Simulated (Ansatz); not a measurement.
Input and command of a calculation in Ansatz (plane waves; scalar-relativistic PAW potentials unless the input names others):

```yaml
crystal:
  lattice:
    - [2.9518673186, 0.0, 0.0]
    - [-1.4759336593, 2.5563920865, 0.0]
    - [0.0, 0.0, 8.8331409261]
  atoms:
    - { symbol: Ag, position: [0.3333333333, 0.6666666667, 0.25] }
    - { symbol: Ag, position: [0.6666666667, 0.3333333333, 0.75] }
    - { symbol: Ag, position: [0.0, 0.0, 0.0] }
    - { symbol: Ag, position: [0.0, 0.0, 0.5] }
basis:
  ecutwfc: 420
kpoints:
  mp_grid: { grid: [24, 24, 6] }
hamiltonian:
  xc: pbesol
scf:
  occupations: { method: gaussian, width: 0.15 }
  max_iter: 50
output:
  forces: true
  eigenvalues: true
  stress: true
total_charge: 0.5
```

```bash
ansatz run input.yaml --threads 1 --pin off --max-ram 2560MiB --backend cpu --events-out ev --progress --plain --runs-dir out
```

Abridged log:
```
Pseudopotentials: kind: paw
Pseudopotential: Ag, paw, valence charge 19, recommended cutoff 420 eV (normal)
Functional definition: PBEsol
Crystal: 4 atoms, lattice volume = 66.656 Å³
Basis set: ecut = 420 eV, 1277 PW (Γ), exchange–correlation on 40×40×120 points (8 copies of the dense FFT grid, shifted against one another)
Bands: 46, of which v1, the nominal top of the filled ones, is band 38 counted from 1 (37 counted from 0)
Symmetry: 24 space group operations
Space group: P63/mmc (ITA 194), of the structure as read, at distance tolerance 4.1e-5 Å
k-points: 244 of 3456
Initial density: superposition of atomic densities (neutral atoms scaled as one to the charged cell's electrons: chi_scale 0, normalization atom), corrected by the library's trained network
Initial wavefunctions: pseudopotential atomic-orbital guess
Functional: x = pbesol(κ = 0.804, μ = 0.12345679), c = pbesol(β = 0.046)
SCF iter   1: F=—  HF=-30097.869570 eV  |F-HF|=—  |Δ(HF+E_count)|=         —  Δρ=3.83e-2  dr2=8.45e-1  ethr=1.77e-3  ⟨swp⟩=5.5  Hψ=35360  notcnv=0  defer=187
SCF iter   2: F=—  HF=-30097.620237 eV  |F-HF|=—  |Δ(HF+E_count)|=   2.49e-1  Δρ=7.48e-3  dr2=4.28e-2  ethr=1.12e-3  ⟨swp⟩=2.3  Hψ=18946  notcnv=0  defer=656
SCF iter   3: F=—  HF=-30097.620001 eV  |F-HF|=—  |Δ(HF+E_count)|=   2.35e-4  Δρ=2.55e-3  dr2=2.84e-3  ethr=5.67e-5  ⟨swp⟩=2.2  Hψ=18534  notcnv=0  defer=656
SCF iter   4: F=—  HF=-30097.624298 eV  |F-HF|=—  |Δ(HF+E_count)|=   4.30e-3  Δρ=6.29e-4  dr2=1.80e-4  ethr=3.76e-6  ⟨swp⟩=2.0  Hψ=18503  notcnv=0  defer=656
SCF iter   5: F=—  HF=-30097.624319 eV  |F-HF|=—  |Δ(HF+E_count)|=   2.12e-5  Δρ=1.56e-4  dr2=1.98e-5  ethr=2.39e-7  ⟨swp⟩=2.0  Hψ=19784  notcnv=0  defer=656
SCF iter   6: F=—  HF=-30097.624305 eV  |F-HF|=—  |Δ(HF+E_count)|=   1.37e-5  Δρ=3.25e-5  dr2=5.26e-7  ethr=2.62e-8  ⟨swp⟩=2.4  Hψ=15352  notcnv=0  defer=656
SCF iter   7: F=—  HF=-30097.624305 eV  |F-HF|=—  |Δ(HF+E_count)|=   2.61e-8  Δρ=1.59e-5  dr2=1.44e-7  ethr=1.32e-10  ⟨swp⟩=9.0  Hψ=48689  notcnv=0
SCF iter   8: F=-30097.624305 eV  HF=-30097.624305 eV  |F-HF|=1.66e-8  |Δ(HF+E_count)|=   1.62e-8  Δρ=6.39e-6  dr2=2.47e-8  ethr=1.32e-10  ⟨swp⟩=3.3  Hψ=30764  notcnv=0
SCF 1 converged in 8 iterations: F = -30097.624305 eV  dr2 = 2.47e-8
SCF converged after 8 iterations
Free energy (F): -30097.624305 eV
Harris-Foulkes:  -30097.624305 eV  (|F-HF|=1.66e-8)
Internal energy: -30097.611808 eV  (E = F + TS)
E sigma→0 (E₀):  -30097.618056 eV
Entropy (-TS):   -0.012497 eV (-3.124 meV/atom)
Fermi energy:    17.296982 eV
--- Forces (eV/Å), atoms counted from 1 ---
  atom   1  Ag     0.00000000     0.00000000     0.00000000
  atom   2  Ag     0.00000000     0.00000000     0.00000000
  atom   3  Ag     0.00000000     0.00000000     0.00000000
  atom   4  Ag     0.00000000     0.00000000     0.00000000
--- Stress (GPa, compression-positive) ---
       -2.046745       0.000000       0.000000
        0.000000      -2.046745       0.000000
        0.000000       0.000000       6.560883
  P = ⅓ Tr σ = 0.8225 GPa (8.225 kbar)
```

Question: What is wrong with this input?

Answer: The fault is a net charge on a solid that should be neutral, 0.5 electrons a cell too few, offset by a uniform background, so that energy and pressure hang on that convention (total_charge: not typed → 0.5, the first being the value of the sound run). Setting it back cures it. The run converged all the same, with a total energy on another zero, pressure 0.82 GPa (with the neutralising background of the charged cell), largest force 0.000 eV/Å, no gap on the mesh, so convergence alone doesn't show that an input is right. A reference run from the same start on usual settings converged with pressure 1.13 GPa, largest force 0.000 eV/Å, no gap on the mesh.

Time: 28 s on 1 thread of Intel(R) Xeon(R) Platinum 8175M CPU @ 2.50GHz (Skylake/Cascade Lake), with other jobs on the host, peak memory 0.74 GiB.